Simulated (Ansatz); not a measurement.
Phonons of fluorite-structured PbF₂

Level of theory: DFT, r²SCAN, scalar-relativistic, no spin polarisation; plane waves to 500 eV with PAW datasets (Ansatz 0.2.0), Gaussian smearing of 0.05 eV. The datasets are Ansatz's generated set soft_2.

```yaml
crystal:
  lattice:
    - [0.00000, 2.96046, 2.96046]
    - [2.96046, 0.00000, 2.96046]
    - [2.96046, 2.96046, 0.00000]
  atoms:
    - { symbol: Pb, position: [0.00000, 0.00000, 0.00000] }
    - { symbol: F, position: [0.25000, 0.25000, 0.25000] }
    - { symbol: F, position: [0.75000, 0.75000, 0.75000] }
```

The start was a prototype's sites filled with these elements; the Crystallography Open Database holds the compound in this structure.

Force constants come from finite displacements in a 2×2×2 supercell (the unit cell's 8×8×8 k-mesh, folded to it); the long-range dipole term is included. Points in reciprocal vectors of this cell: Γ = (0.000, 0.000, 0.000), X = (0.500, 0.000, 0.500), U = (0.625, 0.250, 0.625), K = (0.375, 0.375, 0.750), L = (0.500, 0.500, 0.500), W = (0.500, 0.250, 0.750).

Frequencies at the named points (cm⁻¹, imaginary ones negative):
```tsv
point	ω (cm⁻¹)
Γ	0 0 0 105 105 250 250 250 328
X	55 55 119 131 148 148 163 163 331
U	55 79 112 123 157 169 172 198 292
K	55 79 112 123 157 169 172 198 292
L	47 47 103 119 119 169 222 222 298
W	59 96 96 124 159 163 163 243 262
```

(1) Is the structure dynamically stable along this path, and where does the spectrum end?

(2) What does the harmonic approximation give for the vibrational free energy, entropy and heat capacity?

Answers:

(1) Yes: no branch is imaginary beyond numerical noise. The highest frequency is 331 cm⁻¹, at X. Points that don't fit the supercell are interpolated.

(2) Zero-point energy 28.4 meV/atom.
| T (K) | F_vib (meV/atom) | S (J/K per mole of atoms) | C_V (J/K per mole of atoms) |
| --- | --- | --- | --- |
| 100 | 22.7 | 13.8 | 16.8 |
| 200 | 0.8 | 27.6 | 22.2 |
| 300 | -32.9 | 36.9 | 23.6 |
| 400 | -74.8 | 43.8 | 24.2 |
| 500 | -123.1 | 49.2 | 24.5 |
| 600 | -176.5 | 53.7 | 24.6 |
| 700 | -234.1 | 57.5 | 24.7 |
| 800 | -295.4 | 60.8 | 24.7 |
| 900 | -359.9 | 63.7 | 24.8 |
| 1000 | -427.3 | 66.3 | 24.8 |

The highest mode, 331 cm⁻¹, is worth 480 K. At 300 K the heat capacity has reached 95 % of the classical limit 3R = 24.9 J/K per mole of atoms: a mode at k_BT already holds 92 % of its classical share, and one at 1.5 k_BT 83 %.

It ran for 3.7 min on 4 threads of Intel(R) Xeon(R) Processor @ 2.50GHz (Skylake/Cascade Lake), on a shared host, peak memory 3.5 GiB.

These numbers lack spin–orbit coupling.
